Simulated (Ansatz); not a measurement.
NaMgF$_{3}$:
```cif
data_F3MgNa
_chemical_formula_sum 'Na1 Mg1 F3'
_space_group_name_H-M_alt 'Pm-3m'
_space_group_IT_number 221
_space_group_name_Hall '-P 4 2 3'
_cell_length_a 3.88691
_cell_length_b 3.88691
_cell_length_c 3.88691
_cell_angle_alpha 90.000
_cell_angle_beta 90.000
_cell_angle_gamma 90.000
loop_
_atom_site_label
_atom_site_type_symbol
_atom_site_symmetry_multiplicity
_atom_site_Wyckoff_symbol
_atom_site_fract_x
_atom_site_fract_y
_atom_site_fract_z
_atom_site_occupancy
Na1 Na 1 a 0.00000 0.00000 0.00000 1
Mg1 Mg 1 b 0.50000 0.50000 0.50000 1
F1 F 3 c 0.00000 0.50000 0.50000 1
```

Relaxed with r²SCAN.

### Question
Tabulate the valence density and the electron localisation function along the shortest Mg–F contact (1.94 Å), r²SCAN in the plane-wave PAW code Ansatz.

### Answer


```
distance from Mg (Å)  density (e/Å³)   ELF
--------------------  --------------  ----
0.19                           23.97  0.25
0.29                           16.85  0.33
0.39                           10.04  0.40
0.49                            5.00  0.42
0.58                            2.05  0.32
0.68                            0.76  0.16
0.78                            0.36  0.06
0.87                            0.31  0.05
0.97                            0.39  0.23
1.07                            0.56  0.51
1.17                            0.87  0.74
1.26                            1.40  0.81
1.36                            2.37  0.82
1.46                            4.00  0.81
1.55                            6.33  0.76
1.65                            9.03  0.67
1.75                           11.56  0.54
```

The density is the valence pseudo-density with augmentation charge, so density and ELF within about 1 Å of a nucleus are not all-electron values.

The workflow started from a Materials Project entry (that database holds measured and hypothetical structures alike); the Crystallography Open Database copy checked does not list it. COD files the formula under space group No. 62. Whether it is the stable phase at ambient conditions was not checked. The cell was relaxed with r²SCAN under the symmetry of its start; its stability against distortions is not shown here.

Potentials: the later of the program's two PAW sets.
